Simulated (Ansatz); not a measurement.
**Two states of MgW**

```
CELL_PARAMETERS angstrom
4.75310 0.00000 0.00000
0.00000 5.74840 0.00000
0.02878 0.00000 4.99676
ATOMIC_POSITIONS crystal
W 0.00000 0.18200 0.25000
W 0.00000 0.81800 0.75000
Mg 0.50000 0.68000 0.25000
Mg 0.50000 0.32000 0.75000
```

The numbers come from plane-wave PAW DFT (Ansatz): LDA, 420 eV, 4×3×4 Γ-centred k points, fermi-dirac occupations (width 0.0902 eV). Nothing was relaxed.

State A: W1 along (1.00, 0.00, 0.00), W2 along (-1.00, 0.00, 0.00) (spinors with spin-orbit coupling). State B: no moments (spinors with spin-orbit coupling).

Question: Compare the two self-consistent states.

Answer: State A is lower by 6.7 meV an atom at zero smearing; in free energy at this smearing B lies +8.3 meV an atom from A. So small a gap isn't resolved on this mesh where a state is a metal.

| state | free energy (meV/atom) | largest moment in a small sphere (μB) | net moment (μB/cell) | gap on mesh (eV) | pressure (GPa) | largest force (eV/Å) |
| --- | --- | --- | --- | --- | --- | --- |
| A | 0.0 | 1.16 | 0.00 | metal | -19.1 | 2.26 |
| B | 8.3 | 0.00 | 0.00 | metal | -20.6 | 2.54 |

Origin: a database entry at a rescaled volume. Caveats: forces this large suggest misplaced atoms in the database entry; the k mesh is coarse if the cell is a metal; atoms or cell far from equilibrium; the SCF threshold is loose for a stress.
